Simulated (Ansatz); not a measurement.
TiAu (CsCl type)

```
TiAu
1.0
    3.21804     0.00000     0.00000
    0.00000     3.21804     0.00000
    0.00000     0.00000     3.21804
Ti Au
1 1
Direct
  0.50000   0.50000   0.50000
  0.00000   0.00000   0.00000
```

The volume is varied about the relaxed value V₀ at fixed cell shape. Symmetry pins the atoms to their sites.

The numbers are results of PBEsol (plane waves to 420 eV, PAW, scalar-relativistic; Ansatz, an electronic-structure program), not measurements. k mesh 14×14×14 (Γ-centred), Fermi-Dirac smearing 0.05 eV. Energies are smeared free energies. Spin-orbit coupling is left out, though Au is heavy. TiAu is run without spin polarisation. TiAu was relaxed with its symmetry unable to fall. The zero of ΔE is the relaxed starting cell.

```
V (Å³/cell)  ΔE (meV/atom)
-----------  -------------
27.99                  295
29.06                  176
30.13                  [?]
31.19                   39
32.26                    9
33.33                    0
34.39                    8
35.46                   30
36.52                   64
37.59                  [?]
38.66                  160
```

Q: Complete the blanks.

A: 
- 30.13, ΔE (meV/atom): 93
- 37.59, ΔE (meV/atom): 108

(A scan under strain: stresses follow from slopes of the energy per volume, elastic moduli from its curvatures.)
